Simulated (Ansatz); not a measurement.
# Computed properties of MgO

MgO:
```cif
data_MgO
_chemical_formula_sum 'Mg1 O1'
_space_group_name_H-M_alt 'Pm-3m'
_space_group_IT_number 221
_space_group_name_Hall '-P 4 2 3'
_cell_length_a 2.61927
_cell_length_b 2.61927
_cell_length_c 2.61927
_cell_angle_alpha 90.000
_cell_angle_beta 90.000
_cell_angle_gamma 90.000
loop_
_atom_site_label
_atom_site_type_symbol
_atom_site_symmetry_multiplicity
_atom_site_Wyckoff_symbol
_atom_site_fract_x
_atom_site_fract_y
_atom_site_fract_z
_atom_site_occupancy
Mg1 Mg 1 a 0.00000 0.00000 0.00000 1
O1 O 1 b 0.50000 0.50000 0.50000 1
```

Space group Pm-3m (No. 221), CsCl type; conventional cell a = b = c = 2.6193 Å, α = β = γ = 90.00°.

Method: HSE06 in the plane-wave PAW code Ansatz. The cell and atoms are relaxed at this level. Other levels are named where they apply.

Cell and energy:

```yaml
volume_per_atom: 8.98 Å³
density: 3.72 g/cm³
```

Electronic structure:

```yaml
band_gap: 4.24 eV (indirect)
valence_band_maximum: at M
conduction_band_minimum: at Γ
smallest_direct_gap_on_the_standard_path: 5.34 eV
```

Mechanics:

```yaml
Bulk modulus (Birch–Murnaghan fit): 159 GPa
Pressure derivative B′: 4.1
```

Charges:

```yaml
bader_charges: Mg +1.73, O -1.73 e
```

This is a known high-pressure phase of the composition, computed here at zero pressure and temperature. Symmetry was held in the HSE06 relaxation; its stability against distortions is not shown here. The hybrid was solved on a coarse mesh, the path and, where they were found, the r²SCAN edge points; its band edges are the extreme levels among these.

Potentials: the later of the program's two PAW sets.
